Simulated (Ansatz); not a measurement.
K₂NiO₂ (space group I4/mmm)

```xyz
5
Lattice="-1.9583 1.9583 6.3084 1.9583 -1.9583 6.3084 1.9583 1.9583 -6.3084" Properties=species:S:1:pos:R:3 pbc="T T T"
K      0.0000     0.0000     8.2325
K      0.0000     0.0000     4.3842
Ni     0.0000     0.0000     0.0000
O      0.0000     0.0000     1.6829
O      0.0000     0.0000    10.9338
```

E(V) scan at fixed shape, V₀ the volume above. The atoms relax within the cell's symmetry.

Calculation: PBEsol (plane waves to 420 eV, PAW, scalar-relativistic; Ansatz, an electronic-structure program). k mesh 12×12×12 (Γ-centred), Fermi-Dirac smearing 0.05 eV. Energies are smeared free energies. Stress and pressure are positive under compression. K2NiO2 is run spin-polarised and with no Hubbard U. K2NiO2 was relaxed with its symmetry unable to fall. Relaxed K2NiO2 ends ferromagnetic. The magnetic order is the one the run started from; other orders were not tried. ΔE is measured from the relaxed starting cell.

Task: Give the computed ΔE (kJ/mol of atoms) and P (GPa) at V/V₀ = 0.900, 0.940, 0.960, 1.020, 1.040, 1.060.

Result: 
```json
[
 {"V/V₀": "0.900", "ΔE (kJ/mol of atoms)": "2.37", "P (GPa)": "4.5"},
 {"V/V₀": "0.940", "ΔE (kJ/mol of atoms)": "0.78", "P (GPa)": "2.4"},
 {"V/V₀": "0.960", "ΔE (kJ/mol of atoms)": "0.33", "P (GPa)": "1.5"},
 {"V/V₀": "1.020", "ΔE (kJ/mol of atoms)": "0.08", "P (GPa)": "-0.6"},
 {"V/V₀": "1.040", "ΔE (kJ/mol of atoms)": "0.29", "P (GPa)": "-1.2"},
 {"V/V₀": "1.060", "ΔE (kJ/mol of atoms)": "0.62", "P (GPa)": "-1.6"}
]
```

(Under strain, the slope of the energy per volume gives the stress and its curvature an elastic modulus.)
